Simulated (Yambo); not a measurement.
Yambo run on MgS (zinc blende, space group F-43m, No. 216). The wavefunctions come from this Quantum ESPRESSO step (PBEsol, PseudoDojo standard norm-conserving files, scalar-relativistic):

```
&CONTROL
  calculation = 'nscf'
  pseudo_dir = './pseudo'
  outdir = './out'
/
&SYSTEM
  ibrav = 0
  nat = 2
  ntyp = 2
  ecutwfc = 84.0
  ecutrho = 336.0
  occupations = 'fixed'
  force_symmorphic = .true.
  nbnd = 103
/
&ELECTRONS
  conv_thr = 2e-09
  diago_full_acc = .true.
  diago_thr_init = 1e-08
/
ATOMIC_SPECIES
Mg 24.3050 Mg.upf
S 32.0600 S.upf
CELL_PARAMETERS angstrom
  0.000000000000   2.826186501000   2.826186501000
  2.826186501000   0.000000000000   2.826186501000
  2.826186501000   2.826186501000   0.000000000000
ATOMIC_POSITIONS crystal
Mg   0.000000000000   0.000000000000   0.000000000000
S   0.250000000000   0.250000000000   0.250000000000
K_POINTS automatic
4 4 4 0 0 0
```

Yambo input:

```
rim_cut
gw0
dyson
el_el_corr
HF_and_locXC
ppa
em1d
RandQpts= 1000000
RandGvec= 1 Ry
EXXRLvcs= 84 Ry
VXCRLvcs= 336 Ry
Chimod= "HARTREE"
% BndsRnXp
 5 | 100 |
%
NGsBlkXp= 10 Ry
% LongDrXp
 1.0 | 1.0 | 1.0 |
%
PPAPntXp= 27.2114 eV
% GbndRnge
 1 | 100 |
%
GTermKind= "BG"
DysSolver= "n"
ExtendOut
% QPkrange
 1 | 1 | 8 | 9 |
 3 | 3 | 8 | 9 |
 7 | 7 | 8 | 9 |
 8 | 8 | 8 | 9 |
%
```

k points by index: 1 = Γ, 3 = L, 7 = X, 8 = W.

Table of the .qp output:

```
#    K-point    Band    Eo [eV]    E [eV]    E-Eo [eV]    Vxc [eV]    Vnlxc [eV]    Sc|Eo [eV]    Sc|E [eV]    dSc/dw|Eo [eV]    Re(Z)    Im(Z)
#
    1    8    0.000000    -1.368638    -1.368638    -12.86282    -16.24569    1.632010    2.014230    -7.598565    0.781710    -0.001598
    1    9    3.311711    3.823097    0.511386    -9.089546    -5.044369    -3.421630    -3.533790    -5.966611    0.820161    -0.001408
    3    8    -0.332801    -1.715978    -1.383177    -12.72585    -16.22287    1.724914    2.113845    -7.650683    0.780541    -0.001628
    3    9    5.002208    5.722770    0.720563    -9.310464    -4.916482    -3.516226    -3.673420    -5.935101    0.820941    -0.001422
    7    8    -1.054782    -2.488875    -1.434093    -12.22368    -15.95212    1.886190    2.294348    -7.743800    0.778461    -0.001691
    7    9    3.707297    4.215649    0.508352    -7.675673    -3.777726    -3.283618    -3.389595    -5.671283    0.827527    -0.001408
    8    8    -1.366300    -2.760048    -1.393748    -11.67815    -15.32435    1.859837    2.252458    -7.664613    0.780229    -0.001705
    8    9    5.388831    5.869114    0.480284    -8.572060    -4.465399    -3.517519    -3.626377    -6.165700    0.815269    -0.001509
```
(The two width columns are left out.) Convergence of these settings isn't established.

Geometry relaxed with PBEsol.

This is not the ordinary phase of the substance; no match was found in the copy of COD used, and its stability was not checked.
